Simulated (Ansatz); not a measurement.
Put AlInC4N4 in P-43m (No. 215): Al on 1b; In on 1a; C on 4e; N on 4e. The cell of AlInC4N4 is invented: two interpenetrating cyanide-bridged diamond nets.

Computed with Ansatz 0.2.0, DFT PBE, scalar-relativistic, plane waves, PAW. Cutoff 420 eV, Γ-centred mesh, Gaussian smearing, no spin polarisation.

The zero of energy is the elements' standard structures at the same level (N₂ as a molecule); no fitted shifts are applied.

Question: Predict the relaxed structure.

Answer:

Space group P-43m (No. 215). a = 5.992 Å, b = 5.992 Å, c = 5.992 Å, α = 90.00°, β = 90.00°, γ = 90.00°
| atom | site | symmetry | x | y | z |
| --- | --- | --- | --- | --- | --- |
| Al | 1b | -43m | 0.5000 | 0.5000 | 0.5000 |
| In | 1a | -43m | 0.0000 | 0.0000 | 0.0000 |
| C | 4e | .3m | 0.2085 | 0.2085 | 0.2085 |
| N | 4e | .3m | 0.3227 | 0.3227 | 0.3227 |

Al is surrounded by 4 N at 1.84 Å; In has 4 C at 2.16 Å; around C lie 1 N at 1.19 Å and 1 In at 2.16 Å; around N lie 1 C at 1.19 Å and 1 Al at 1.84 Å. Another local minimum with the same sites may exist.

Question: And its energy and gap?

Answer: The formation energy is +0.49 eV/atom and the gap on the 6×6×6 mesh of the 10-atom cell is 0 eV (a metal). It can't be a ground state, since the elements alone are lower.

The last run used Gaussian smearing of 0.10 eV. The cell is a metal run without spin, though a test with spin on the coarse mesh kept 1.4 μB a cell, so a magnetic state probably lies lower. The reference form of C is held partly by dispersion forces, which this level lacks. Symmetry constrained the relaxation, so the result can be a saddle point.
